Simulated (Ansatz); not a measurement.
Map of one atom of the cell for ZrC (rock salt)

ZrC (rock salt)

```xyz
2
Lattice="0.0000 2.3557 2.3557 2.3557 0.0000 2.3557 2.3557 2.3557 0.0000" Properties=species:S:1:pos:R:3 pbc="T T T"
Zr     0.0000     0.0000     0.0000
C      2.3557     2.3557     2.3557
```

In this cell atom 1 (Zr, nearest neighbour C at 2.356 Å; its periodic images, 3.3 Å or more away, move with it) is moved by u·(0.707, 0.707, 0.000) + v·(0.000, 0.000, 1.000); the rest is frozen.

All values below come from r2SCAN (plane waves to 500 eV, PAW, scalar-relativistic; Ansatz, a first-principles code). k mesh 14×14×14 (Γ-centred), Fermi-Dirac smearing 0.05 eV. Energies are smeared free energies. Points where atoms come too close for the PAW data are left out (x in tables, blank in figures). With partly filled bands, energies and forces of such displacements shift with the k mesh and the smearing. Fu and Fv are the components of the force on the atom. ZrC is run without spin polarisation. ZrC was relaxed with its symmetry unable to fall. The zero of ΔE is the undisplaced structure. Axes are in Å.

ΔE (meV/cell), with u across and v down:

```csv
v \ u,-0.590,-0.393,-0.197,0.000,0.197,0.393,0.590
-0.590,x,x,x,x,x,x,x
-0.393,1543,988,724,660,724,988,1543
-0.197,1326,586,224,127,224,586,1326
0.000,1308,510,116,0,116,510,1308
0.197,1326,586,224,127,224,586,1326
0.393,1543,988,724,660,724,988,1543
0.590,x,x,x,x,x,x,x
```

Fv (eV/Å), with u across and v down:

```tsv
v \ u	-0.590	-0.393	-0.197	0.000	0.197	0.393	0.590
-0.590	x	x	x	x	x	x	x
-0.393	2.10	3.39	4.10	4.31	4.10	3.39	2.10
-0.197	0.36	0.97	1.29	1.44	1.29	0.97	0.36
0.000	0.00	0.00	0.00	0.00	0.00	0.00	0.00
0.197	-0.36	-0.97	-1.29	-1.44	-1.29	-0.97	-0.36
0.393	-2.10	-3.39	-4.10	-4.31	-4.10	-3.39	-2.10
0.590	x	x	x	x	x	x	x
```

What the scan shows:

```
Property                                                  Value
------------------------  -------------------------------------
Lowest place on the grid  u = 0.000 Å, v = 0.000 Å (0 meV/cell)
```

(For displaced atoms, the force is minus the slope of the energy, and its curvature is a force constant, which sets phonon frequencies.)
